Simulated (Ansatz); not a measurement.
# Os, first-principles data

Os:
Space group Fm-3m (No. 225); a = 3.8326 Å, b = 3.8326 Å, c = 3.8326 Å, α = 90.00°, β = 90.00°, γ = 90.00°

```tsv
atom	site	symmetry	x	y	z
Os	4a	m-3m	0.0000	0.0000	0.0000
```
(The calculation used a cell of 1 atom; values per cell refer to that cell.)

Space group Fm-3m (No. 225), fcc (Cu type); conventional cell a = b = c = 3.833 Å, α = β = γ = 90.00°.

Method: r²SCAN in the plane-wave PAW code Ansatz. Structure relaxed to zero pressure with the same functional. Other levels are named where they apply.

### Cell and energy

- Volume per atom = 14.07 Å³
- Density = 22.44 g/cm³

### Electronic structure

* **Electronic character**: metallic (no gap)
* **Density of states at the Fermi level**: 0.71 states/eV per atom (mean over ±0.08 eV)
* **Gap with spin–orbit coupling**: none (metallic)

### Mechanics

- Bulk modulus (Birch–Murnaghan fit) = 419 GPa
- Pressure derivative B′ = 4.7
- Elastic constants (relaxed ions, GPa) = C11 = 642, C12 = 309, C44 = 342
- Mechanical stability = stable (all eigenvalues of C positive)
- Hill bulk and shear moduli = 420 and 256 GPa
- Young's modulus = 638 GPa
- Poisson's ratio = 0.25
- Debye temperature from the elastic constants = 462 K

The workflow started from an entry of the Crystallography Open Database (COD), which files this formula under 2 space groups. It is not the phase usual at ambient conditions (space group No. 194). Symmetry was held in the r²SCAN relaxation; its stability against distortions is not shown here. No spin polarisation was allowed. As this level gives no gap, shear constants depend on the k-mesh and smearing (Fermi–Dirac, 0.1 eV here). Scalar-relativistic: spin–orbit coupling is off unless named, which matters more the heavier the elements.

Potentials: the earlier of the program's two PAW sets.
